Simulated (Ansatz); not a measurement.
A distorted cell of PbF2 (fluorite):

```yaml
crystal:
  lattice:
    - [0.00000, 2.98149, 2.80260]
    - [2.98149, 0.00000, 2.80260]
    - [2.98149, 2.98149, 0.00000]
  atoms:
    - { symbol: Pb, position: [0.00000, 0.00000, 0.00000] }
    - { symbol: F, position: [0.75000, 0.75000, 0.75000] }
    - { symbol: F, position: [0.25000, 0.25000, 0.25000] }
```

These are r2SCAN (plane waves to 500 eV, PAW, scalar-relativistic; Ansatz, a first-principles code) values and carry that method's errors. k mesh 10×10×10 (Γ-centred), Fermi-Dirac smearing 0.05 eV. The energy includes the smearing's −TS. Stress and pressure are positive under compression. PbF2 was relaxed with its symmetry unable to fall. Spin-orbit coupling is left out, though Pb is heavy.

Question: What is the stress tensor (GPa)?

Answer: 
```
   2.24     0.00     0.00
   0.00     2.24     0.00
   0.00     0.00     5.50
```
The pressure, a third of the trace, is 3.33 GPa.

Question: It is the relaxed cell deformed to V/V₀ = 0.960, (c/a)/(c/a)₀ = 0.940, c along z, fractional positions held. What is its energy relative to the relaxed cell?

Answer: 14.1 meV/atom.

(Under strain, the slope of the energy per volume gives the stress and its curvature an elastic modulus.)
